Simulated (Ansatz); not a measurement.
The elements of this relaxed trial crystal are hidden behind letters.

```
lattice vectors (Å)
  -1.6840    1.6840    7.1642
   1.6840   -1.6840    7.1642
   1.6840    1.6840   -7.1642
fractional positions
X 0.8382 0.8382 0.0000
X 0.1618 0.1618 0.0000
Z 0.5000 0.5000 0.0000
Q 0.4290 0.9290 0.5000
Q 0.0710 0.5710 0.5000
Q 0.7500 0.2500 0.5000
```

Theory: DFT PBE, scalar-relativistic, plane waves, PAW in Ansatz. Plane waves to 420 eV, a 16×16×16 mesh through Γ for the 6-atom cell and 0.10 eV Gaussian smearing; no spin polarisation.

| Item | Value |
| --- | --- |
| Space group | I-4m2 (No. 119) |
| Conventional cell | a = 3.368 Å, c = 14.328 Å |
| Volume per atom | 13.54 Å³ |
| Density | 8.70 g/cm³ |
| Energy over the elements | −1.19 eV/atom |
| Gap on the 16×16×16 mesh of the 6-atom cell | 0 eV (a metal) |

Energies are uncorrected and count from the elements' standard states at the same level.

Problem. X is a d-block element of period 6, Z is a p-block element of period 3 and Q is a p-block element of period 2. Which elements are they?

Solution. X = Hf, Z = Al, Q = N, so the formula is Hf2AlN3. Density times volume gives a mean mass of 8.70 × 13.54/1.6605 = 70.9 u per atom, and this set has 71.0 u. Around Hf lie 4 N at 2.11–2.13 Å; Al is surrounded by 4 N at 1.97 Å; N on a site of symmetry 2mm is surrounded by 2 Al at 1.97 Å and 2 Hf at 2.13 Å; 1 more site not described. Other sets within the hints have nearly the same mass, so mass alone doesn't settle it; this one was computed.

Spin–orbit coupling, which can matter for Hf, is left out. A structure relaxed within its symmetry needn't be a true minimum. Another cell of Hf2AlN3 relaxed alike, in P3m1, lies 45 meV/atom lower, so this cell isn't the stable form at this level.
